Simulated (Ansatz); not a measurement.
V:
```xyz
1
Lattice="-1.4752 1.4752 1.4752 1.4752 -1.4752 1.4752 1.4752 1.4752 -1.4752" Properties=species:S:1:pos:R:3 pbc="T T T"
V      0.0000     0.0000     0.0000
```

Relaxed with PBE+D3(BJ).

Q: Which orbitals make up the states near the Fermi level in PBE+D3(BJ) in the plane-wave PAW code Ansatz?

A: Within 0.5 eV of the Fermi level: V 3d 87 %, V 4s 7 %, outside the projected shells 5 %. Projections are on Löwdin-orthogonalised atomic valence shells; empty p or d shells of many metals are not among them.

Q: Tabulate the density of states.

A: States/eV per cell of 1 atom, in 0.25 eV bins, energy from the Fermi level.

| E (eV) | total | V 3d | V 4s | V 3p |
|---|---|---|---|---|
| -6.85 | 0.00 | 0.00 | 0.00 | 0.00 |
| -6.60 | 0.02 | 0.00 | 0.02 | 0.00 |
| -6.35 | 0.04 | 0.00 | 0.04 | 0.00 |
| -6.10 | 0.05 | 0.00 | 0.05 | 0.00 |
| -5.85 | 0.07 | 0.00 | 0.06 | 0.00 |
| -5.60 | 0.08 | 0.00 | 0.07 | 0.00 |
| -5.35 | 0.09 | 0.00 | 0.08 | 0.00 |
| -5.10 | 0.11 | 0.00 | 0.10 | 0.00 |
| -4.85 | 0.12 | 0.01 | 0.11 | 0.00 |
| -4.60 | 0.14 | 0.01 | 0.12 | 0.01 |
| -4.35 | 0.16 | 0.02 | 0.13 | 0.01 |
| -4.10 | 0.19 | 0.03 | 0.15 | 0.01 |
| -3.85 | 0.23 | 0.05 | 0.17 | 0.01 |
| -3.60 | 0.29 | 0.09 | 0.19 | 0.01 |
| -3.35 | 0.58 | 0.31 | 0.25 | 0.01 |
| -3.10 | 0.88 | 0.60 | 0.26 | 0.01 |
| -2.85 | 1.02 | 0.76 | 0.24 | 0.01 |
| -2.60 | 1.21 | 0.96 | 0.22 | 0.02 |
| -2.35 | 1.57 | 1.31 | 0.22 | 0.02 |
| -2.10 | 0.99 | 0.86 | 0.10 | 0.01 |
| -1.85 | 0.78 | 0.71 | 0.05 | 0.01 |
| -1.60 | 0.52 | 0.48 | 0.02 | 0.00 |
| -1.35 | 1.51 | 1.44 | 0.01 | 0.01 |
| -1.10 | 2.20 | 2.11 | 0.02 | 0.01 |
| -0.85 | 1.72 | 1.61 | 0.04 | 0.01 |
| -0.60 | 1.71 | 1.54 | 0.07 | 0.01 |
| -0.35 | 1.92 | 1.68 | 0.13 | 0.02 |
| -0.10 | 2.02 | 1.75 | 0.16 | 0.02 |
| 0.15 | 1.40 | 1.23 | 0.09 | 0.01 |
| 0.40 | 0.88 | 0.75 | 0.06 | 0.01 |
| 0.65 | 0.49 | 0.39 | 0.04 | 0.00 |
| 0.90 | 0.47 | 0.39 | 0.03 | 0.00 |
| 1.15 | 0.52 | 0.46 | 0.02 | 0.00 |
| 1.40 | 0.66 | 0.61 | 0.01 | 0.00 |
| 1.65 | 1.08 | 1.04 | 0.01 | 0.00 |
| 1.90 | 1.38 | 1.36 | 0.01 | 0.00 |
| 2.15 | 1.85 | 1.82 | 0.01 | 0.00 |
| 2.40 | 2.05 | 2.02 | 0.01 | 0.00 |
| 2.65 | 2.37 | 2.34 | 0.01 | 0.00 |
| 2.90 | 3.30 | 3.26 | 0.03 | 0.00 |
| 3.15 | 2.09 | 1.99 | 0.07 | 0.00 |
| 3.40 | 1.32 | 1.21 | 0.08 | 0.00 |
| 3.65 | 1.12 | 1.01 | 0.08 | 0.00 |
| 3.90 | 1.01 | 0.90 | 0.08 | 0.00 |
| 4.15 | 0.58 | 0.48 | 0.09 | 0.00 |
| 4.40 | 0.41 | 0.29 | 0.10 | 0.00 |
| 4.65 | 0.37 | 0.23 | 0.10 | 0.00 |

Space group Im-3m (bcc (W type)). Symmetry was held in the PBE+D3(BJ) relaxation. The workflow began spin-polarised and lost its moments. The pairwise dispersion correction was not fitted to metals.

Potentials: the earlier of the program's two PAW sets.
